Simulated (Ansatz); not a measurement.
**Pd: frozen-core PAW against all-electron methods**

```
CELL_PARAMETERS angstrom
0.00000 1.88655 1.94490
1.88655 0.00000 1.94490
1.88655 1.88655 0.00000
ATOMIC_POSITIONS crystal
Pd 0.00000 0.00000 0.00000
```

The conventional cell has a = 2.668 Å, b = 2.668 Å, c = 3.890 Å, α = 90.00°, β = 90.00°, γ = 90.00°. Pd (atom 1) has 12 Pd at 2.67 to 2.71 Å as nearest neighbours.

The geometry is COD entry 9008478, unchecked; take it as a test cell. The listed cell was then made from it by scaling, straining or moving an atom.

Spin polarisation is left out, and whether a magnetic state lies lower isn't shown here.

Methods: DFT, LDA, PAW with Ansatz's default frozen-core files, scalar-relativistic (Ansatz 0.2.0); DFT, LDA, all-electron PAW with datasets made for the crystal, scalar-relativistic (Ansatz 0.2.0); DFT, LDA, all-electron LAPW, scalar-relativistic (Ansatz 0.2.0).

For PAW: a Γ-centred 18×18×18 k mesh, Fermi–Dirac smearing of 0.05 eV, cutoff 420 eV, no spin polarisation; the PAW files were made with PBE, and the program remakes their frozen cores for this functional. The crystal-made all-electron datasets (AE datasets) take a cutoff of 300 eV at this cell. LAPW targets a basis error of 0.25 meV/atom. The Ansatz runs share mesh, smearing and spin set-up. Plane-wave (PAW) pressures include the program's estimate of the Pulay term.

Stress and pressure are positive in compression.

The change that made this cell: equal xx and yy strain of -3 %.

| quantity | PAW | AE datasets | LAPW |
| --- | --- | --- | --- |
| pressure (GPa) | 5.31 | 5.30 | 5.30 |
| stress xx (GPa) | 6.17 | 6.17 | 6.17 |
| stress zz (GPa) | 3.58 | 3.58 | 3.58 |

PAW's pressure differs from the LAPW value by about 0.01 GPa or less. Datasets made for the crystal and LAPW share parts of one code, so their agreement isn't an independent check.
